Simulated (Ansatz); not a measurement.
Relaxation of a generated cell, TiTe2 placed in the anatase structure type; 6 atoms in the cell, which starts as I4₁/amd, origin choice 1 (No. 141), tI12; a = 5.267 Å, b = 5.267 Å, c = 13.238 Å, α = 90.00°, β = 90.00°, γ = 90.00°. Method: PBEsol (plane waves to 420 eV, PAW, scalar-relativistic; Ansatz, a quantum-chemistry and plane-wave program). Γ-centred k-mesh 6×6×6 on the run's cell (coarser than for final values), Fermi–Dirac smearing 0.05 eV. This is the first round of the run. 

The optimiser's lines from the output (shortened; P is positive under compression):

```
relax step   1: F+E_penalty+E_count = -32556.37004286 eV  Δ(F+E_penalty+E_count) = +0.000e0 eV  max|allowed force component| = 2.098e-2 eV/Å  Δτ_max = 0.0000 Å  P = +1.235 GPa  Ω = 183.592 Å³  (8 SCF iters, dr2 threshold 1.00e-7 eV, accepted)
relax step   2: F+E_penalty+E_count = -32556.45207525 eV  Δ(F+E_penalty+E_count) = -8.203e-2 eV  max|allowed force component| = 5.884e-3 eV/Å  Δτ_max = 0.0809 Å  P = -1.577 GPa  Ω = 189.041 Å³  (7 SCF iters, dr2 threshold 6.00e-7 eV, accepted)
relax step   3: F+E_penalty+E_count = -32556.57388648 eV  Δ(F+E_penalty+E_count) = -1.218e-1 eV  max|allowed force component| = 1.188e-1 eV/Å  Δτ_max = 0.1274 Å  P = -1.760 GPa  Ω = 182.878 Å³  (6 SCF iters, dr2 threshold 6.00e-7 eV, accepted)
relax step   4: F+E_penalty+E_count = -32556.72175411 eV  Δ(F+E_penalty+E_count) = -1.479e-1 eV  max|allowed force component| = 1.553e-1 eV/Å  Δτ_max = 0.1598 Å  P = -2.098 GPa  Ω = 175.306 Å³  (5 SCF iters, dr2 threshold 6.00e-7 eV, accepted)
relax step   5: F+E_penalty+E_count = -32556.90556057 eV  Δ(F+E_penalty+E_count) = -1.838e-1 eV  max|allowed force component| = 1.699e-1 eV/Å  Δτ_max = 0.1760 Å  P = -0.446 GPa  Ω = 162.189 Å³  (6 SCF iters, dr2 threshold 6.00e-7 eV, accepted)
relax step   6: F+E_penalty+E_count = -32556.94106608 eV  Δ(F+E_penalty+E_count) = -3.551e-2 eV  max|allowed force component| = 6.033e-2 eV/Å  Δτ_max = 0.1933 Å  P = +0.709 GPa  Ω = 152.639 Å³  (7 SCF iters, dr2 threshold 6.00e-7 eV, accepted)
relax step   7: F+E_penalty+E_count = -32556.93975915 eV  Δ(F+E_penalty+E_count) = +1.307e-3 eV  max|allowed force component| = 3.889e-2 eV/Å  Δτ_max = 0.0573 Å  P = +0.537 GPa  Ω = 154.709 Å³  (5 SCF iters, dr2 threshold 6.00e-7 eV, rejected (line search))
relax step   8: F+E_penalty+E_count = -32556.94929065 eV  Δ(F+E_penalty+E_count) = -8.225e-3 eV  max|allowed force component| = 7.060e-3 eV/Å  Δτ_max = 0.0295 Å  P = +0.009 GPa  Ω = 154.964 Å³  (9 SCF iters, accepted)
relax step   9: F+E_penalty+E_count = -32556.94968952 eV  Δ(F+E_penalty+E_count) = -3.989e-4 eV  max|allowed force component| = 3.212e-3 eV/Å  Δτ_max = 0.0122 Å  P = -0.001 GPa  Ω = 155.379 Å³  (5 SCF iters, dr2 threshold 3.02e-8 eV, accepted)
relax step  10: F+E_penalty+E_count = -32556.94969318 eV  Δ(F+E_penalty+E_count) = -3.662e-6 eV  max|allowed force component| = 1.870e-4 eV/Å  Δτ_max = 0.0037 Å  P = +0.003 GPa  Ω = 155.495 Å³  (7 SCF iters, accepted)
relax step  11: F+E_penalty+E_count = -32556.94788082 eV  Δ(F+E_penalty+E_count) = +1.812e-3 eV  max|allowed force component| = 5.399e-4 eV/Å  Δτ_max = 0.0000 Å  P = -0.002 GPa  Ω = 155.495 Å³  stress off target by 1.16e-2 GPa  SCF on the basis re-selected at this cell (its energy is not comparable with the rows above)  (7 SCF iters)
```

From the first to the last row the energy changes by -0.10 eV/atom and the volume by -15.3 %. The last row is marked as not comparable with the walk above it, whose basis was carried along; it does compare with step 1, since both stand on a basis selected at the nominal cutoff for their own cell.

Step 7 was rejected by the optimiser.

Later rounds, restarted from the end of this one on a renewed k-mesh, logged 3 more steps and released under 0.01 eV/atom more. The final structure after all rounds: I4₁/amd, origin choice 1 (No. 141), tI12, anatase type; a = 5.424 Å, b = 5.424 Å, c = 10.562 Å, α = 90.00°, β = 90.00°, γ = 90.00°. Between re-selections the logged energies stand on a plane-wave basis carried along with the cell. No spin polarisation in the result.

The run could not lose the symmetry of its start, so the end can be a saddle point.

The relaxed structure here is a generated cell of TiTe2: the first start was made by placing the elements on the sites of a structure type, and the end was not matched to a known phase here, so it may be hypothetical. Known forms of TiTe2 include space group No. 164.
